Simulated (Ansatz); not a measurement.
AuSb2 (space group Pa-3)

```
AuSb2
1.0
    6.62458     0.00000     0.00000
    0.00000     6.62458     0.00000
    0.00000     0.00000     6.62458
Sb Au
8 4
Cartesian
  2.48411   0.82819   5.79640
  4.14048   5.79640   0.82819
  0.82819   5.79640   2.48411
  5.79640   0.82819   4.14048
  5.79640   2.48411   0.82819
  0.82819   4.14048   5.79640
  4.14048   4.14048   4.14048
  2.48411   2.48411   2.48411
  0.00000   3.31229   3.31229
  3.31229   3.31229   0.00000
  3.31229   0.00000   3.31229
  0.00000   0.00000   0.00000
```

The atoms are displaced by Q × the pattern below (from a DFPT mode at Γ, largest move 1; Q in Å), at fixed cell.

```json
[
 {"atom": "Sb1", "x": "-0.577", "y": "0.577", "z": "-0.577"},
 {"atom": "Sb2", "x": "0.577", "y": "-0.577", "z": "0.577"},
 {"atom": "Sb3", "x": "0.577", "y": "-0.577", "z": "-0.577"},
 {"atom": "Sb4", "x": "-0.577", "y": "0.577", "z": "0.577"},
 {"atom": "Sb5", "x": "-0.577", "y": "-0.577", "z": "0.577"},
 {"atom": "Sb6", "x": "0.577", "y": "0.577", "z": "-0.577"},
 {"atom": "Sb7", "x": "0.577", "y": "0.577", "z": "0.577"},
 {"atom": "Sb8", "x": "-0.577", "y": "-0.577", "z": "-0.577"}
]
```

Atoms not listed stay in place.

These are LDA (plane waves to 420 eV, PAW, scalar-relativistic; Ansatz, a quantum-chemistry and plane-wave program) values and carry that method's errors. k mesh 6×6×6 (Γ-centred), Fermi-Dirac smearing 0.05 eV. Energies are smeared free energies. Compression counts positive. With partly filled bands, energies and forces of such displacements shift with the k mesh and the smearing. AuSb2 was relaxed with its symmetry unable to fall. Spin-orbit coupling is left out, though Au and Sb are heavy. The zero of ΔE is the undisplaced structure.

```json
[
 {"Q (Å)": "-0.180", "ΔE (meV/cell)": "2018", "P (GPa)": "4.3"},
 {"Q (Å)": "-0.150", "ΔE (meV/cell)": "?", "P (GPa)": "3.0"},
 {"Q (Å)": "-0.120", "ΔE (meV/cell)": "777", "P (GPa)": "2.1"},
 {"Q (Å)": "-0.090", "ΔE (meV/cell)": "409", "P (GPa)": "1.3"},
 {"Q (Å)": "-0.060", "ΔE (meV/cell)": "170", "P (GPa)": "0.7"},
 {"Q (Å)": "-0.030", "ΔE (meV/cell)": "40", "P (GPa)": "0.3"},
 {"Q (Å)": "0.000", "ΔE (meV/cell)": "0", "P (GPa)": "0.0"},
 {"Q (Å)": "0.030", "ΔE (meV/cell)": "35", "P (GPa)": "-0.2"},
 {"Q (Å)": "0.060", "ΔE (meV/cell)": "?", "P (GPa)": "-0.2"},
 {"Q (Å)": "0.090", "ΔE (meV/cell)": "274", "P (GPa)": "-0.2"},
 {"Q (Å)": "0.120", "ΔE (meV/cell)": "453", "P (GPa)": "-0.2"},
 {"Q (Å)": "0.150", "ΔE (meV/cell)": "657", "P (GPa)": "-0.1"},
 {"Q (Å)": "0.180", "ΔE (meV/cell)": "873", "P (GPa)": "0.1"}
]
```

Task: What belongs in the gaps?

Result: 
- -0.150, ΔE (meV/cell): 1302
- 0.060, ΔE (meV/cell): 130

(A displaced cell: forces are minus the slopes of the energy, force constants its curvatures, and phonons follow from these.)
